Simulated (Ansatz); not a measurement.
## Fitting the PBE energy curve of Eu3Te

```yaml
crystal:
  lattice:
    - [5.15586, 0.00000, 0.00000]
    - [0.00000, 5.15586, 0.00000]
    - [0.00000, 0.00000, 5.15586]
  atoms:
    - { symbol: Eu, position: [0.50000, 0.50000, 0.00000] }
    - { symbol: Eu, position: [0.50000, 0.00000, 0.50000] }
    - { symbol: Eu, position: [0.00000, 0.50000, 0.50000] }
    - { symbol: Te, position: [0.00000, 0.00000, 0.00000] }
```

The cell comes from a database or a generator and needn't be the stable form of this composition.

The cell was scaled at fixed shape and fractions and run with Ansatz, Ansatz PAW, cutoff 420 eV; PBE, k mesh 5 × 5 × 5 on the cell of 4 atoms, fermi-dirac occupations of 0.05 eV, collinear spin, ferromagnetic start, no spin-orbit coupling. Energies are those that the program minimises, any entropy of the smearing included. For a metal such a mesh isn't converged to the digits shown. The magnetic state is the one that the start led to, which needn't be the lowest. Plain semilocal runs treat an open f shell poorly.

```csv
V (Å³/atom),energy over the lowest row (meV/atom)
32.2085,0.689
32.8938,0.000
33.5791,1.183
34.2644,?
34.9497,8.654
35.6350,14.609
36.3203,21.852
```

Problem. Fit the third-order Birch-Murnaghan form, give V0, B0 and B′, and predict the energy left open.

Solution. With y = (V0/V)^(2/3), E = E0 + (9 V0 B0/16) [(y - 1)³ B′ + (y - 1)² (6 - 4y)]. Least squares through the rows shown give V0 = 32.7936 Å³/atom, E0 = -0.033 meV, B0 = 21.67 GPa (1 eV/Å³ = 160.218 GPa) and B′ = 3.64, with a largest miss of 0.012 meV. At V = 34.2644 the form with these constants gives 4.135 meV; the run gave 4.122 meV an atom.
